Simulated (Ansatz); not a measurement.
SnMo₂C:
```cif
data_C2Mo4Sn2
_chemical_formula_sum 'Sn2 Mo4 C2'
_space_group_name_H-M_alt 'P63/mmc'
_space_group_IT_number 194
_space_group_name_Hall '-P 6c 2c'
_cell_length_a 3.18474
_cell_length_b 3.18474
_cell_length_c 13.40996
_cell_angle_alpha 90.000
_cell_angle_beta 90.000
_cell_angle_gamma 120.000
loop_
_atom_site_label
_atom_site_type_symbol
_atom_site_symmetry_multiplicity
_atom_site_Wyckoff_symbol
_atom_site_fract_x
_atom_site_fract_y
_atom_site_fract_z
_atom_site_occupancy
Sn1 Sn 2 d 0.66667 0.33333 0.25000 1
Mo1 Mo 4 f 0.33333 0.66667 0.08084 1
C1 C 2 a 0.00000 0.00000 0.00000 1
```

Relaxed with r²SCAN.

Problem. Which orbitals make up the states near the Fermi level in plane-wave PAW r²SCAN (Ansatz code)?

Solution. Within 0.5 eV of the Fermi level: Mo 4d 83 %, Sn 5p 7 %. Projections are on Löwdin-orthogonalised atomic valence shells; empty p or d shells of many metals are not among them.

Problem. Tabulate the density of states.

Solution. States/eV per cell of 8 atoms, in 0.25 eV bins, energy from the Fermi level.

| E (eV) | total | Mo 4d | C 2p | Sn 5p |
|---|---|---|---|---|
| -7.85 | 0.95 | 0.21 | 0.06 | 0.18 |
| -7.60 | 1.27 | 0.32 | 0.13 | 0.18 |
| -7.35 | 1.54 | 0.43 | 0.19 | 0.17 |
| -7.10 | 1.66 | 0.59 | 0.32 | 0.15 |
| -6.85 | 4.79 | 1.85 | 1.48 | 0.33 |
| -6.60 | 4.42 | 1.71 | 1.60 | 0.26 |
| -6.35 | 4.84 | 1.90 | 1.94 | 0.21 |
| -6.10 | 2.96 | 1.29 | 1.23 | 0.09 |
| -5.85 | 3.92 | 1.82 | 1.66 | 0.11 |
| -5.60 | 6.41 | 3.01 | 2.63 | 0.32 |
| -5.35 | 10.48 | 5.03 | 4.65 | 0.29 |
| -5.10 | 4.78 | 1.88 | 2.25 | 0.39 |
| -4.85 | 5.47 | 2.11 | 2.60 | 0.52 |
| -4.60 | 1.66 | 0.46 | 0.39 | 0.66 |
| -4.35 | 1.85 | 0.65 | 0.23 | 0.77 |
| -4.10 | 3.43 | 2.06 | 0.19 | 0.88 |
| -3.85 | 7.14 | 4.87 | 0.20 | 1.58 |
| -3.60 | 7.42 | 4.78 | 0.30 | 1.89 |
| -3.35 | 7.74 | 4.18 | 0.48 | 2.52 |
| -3.10 | 6.88 | 3.85 | 0.37 | 2.15 |
| -2.85 | 3.16 | 2.35 | 0.11 | 0.52 |
| -2.60 | 1.91 | 1.56 | 0.04 | 0.21 |
| -2.35 | 1.84 | 1.55 | 0.03 | 0.19 |
| -2.10 | 2.18 | 1.86 | 0.03 | 0.22 |
| -1.85 | 3.76 | 3.30 | 0.06 | 0.30 |
| -1.60 | 3.28 | 2.62 | 0.11 | 0.43 |
| -1.35 | 4.65 | 3.80 | 0.15 | 0.50 |
| -1.10 | 3.56 | 2.77 | 0.20 | 0.38 |
| -0.85 | 3.53 | 2.78 | 0.19 | 0.35 |
| -0.60 | 4.98 | 4.11 | 0.20 | 0.43 |
| -0.35 | 5.89 | 4.97 | 0.20 | 0.46 |
| -0.10 | 5.19 | 4.22 | 0.22 | 0.45 |
| 0.15 | 4.89 | 4.01 | 0.24 | 0.32 |
| 0.40 | 5.21 | 4.32 | 0.26 | 0.34 |
| 0.65 | 5.40 | 4.47 | 0.21 | 0.40 |
| 0.90 | 4.71 | 3.91 | 0.20 | 0.40 |
| 1.15 | 7.56 | 6.50 | 0.28 | 0.47 |
| 1.40 | 6.02 | 4.78 | 0.25 | 0.60 |
| 1.65 | 5.50 | 4.03 | 0.25 | 0.80 |
| 1.90 | 5.50 | 3.96 | 0.20 | 0.95 |
| 2.15 | 3.77 | 2.63 | 0.16 | 0.58 |
| 2.40 | 5.03 | 3.12 | 0.31 | 0.74 |
| 2.65 | 4.75 | 2.49 | 0.62 | 0.80 |
| 2.90 | 3.72 | 1.78 | 0.58 | 0.63 |
| 3.15 | 4.56 | 2.13 | 0.79 | 0.66 |
| 3.40 | 4.62 | 2.12 | 0.93 | 0.59 |
| 3.65 | 4.92 | 2.19 | 1.03 | 0.73 |
| 3.90 | 4.46 | 1.92 | 0.96 | 0.66 |
| 4.15 | 4.89 | 1.98 | 1.04 | 0.67 |
| 4.40 | 4.97 | 1.93 | 0.99 | 0.70 |
| 4.65 | 5.42 | 1.87 | 0.91 | 0.81 |

Space group P6_3/mmc. The start of the workflow was typed in or built on a structure type; neither database checked (COD, Materials Project) lists it. Its standing as an ambient phase is unchecked. Symmetry was held in the r²SCAN relaxation; whether a distortion lowers the energy is not shown. The run is not spin-polarised. Spin–orbit coupling is left out wherever it is not named.

Potentials: the earlier of the program's two PAW sets.
